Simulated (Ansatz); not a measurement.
BiTe:
```yaml
crystal:
  lattice:
    - [0.00000, 3.25021, 3.25021]
    - [3.25021, 0.00000, 3.25021]
    - [3.25021, 3.25021, 0.00000]
  atoms:
    - { symbol: Bi, position: [0.00000, 0.00000, 0.00000] }
    - { symbol: Te, position: [0.50000, 0.50000, 0.50000] }
```

Relaxed with PBE. Special points in fractions of this cell's reciprocal vectors: Γ (0.000, 0.000, 0.000); X (0.500, 0.000, 0.500); U (0.625, 0.250, 0.625); K (0.375, 0.375, 0.750); L (0.500, 0.500, 0.500); W (0.500, 0.250, 0.750).

**Question.** List the band energies nearest the Fermi level at these points for DFT-PBE in the program Ansatz with PAW potentials.

**Answer.** In eV from the Fermi level; about four levels below and three above (degenerate sets whole), none deeper than 8.9 eV; points with the same levels are listed once.

| k | below | above |
|---|---|---|
| Γ | -8.15 -2.49 -2.49 -2.49 | 2.15 2.15 2.15 |
| X | -5.54 -3.93 -3.93 | 2.32 3.55 3.55 |
| U | -5.18 -3.44 -3.38 | 1.97 1.97 3.88 |
| L | -1.58 -0.79 -0.58 -0.58 | 7.31 7.80 8.31 8.31 |
| W | -4.86 -4.86 -1.55 -0.23 | 3.91 3.91 5.17 5.17 |

Space group Fm-3m (rock salt). The workflow started from an entry of the Crystallography Open Database (COD), which files this formula under 2 space groups. Whether it is the stable phase at ambient conditions was not checked. The cell was relaxed with PBE under the symmetry of its start; whether a distortion lowers the energy is not shown. With an odd number of electrons in the cell and no spin polarisation, the count alone makes it a metal. Spin–orbit coupling is left out wherever it is not named.

Potentials: the later of the program's two PAW sets.
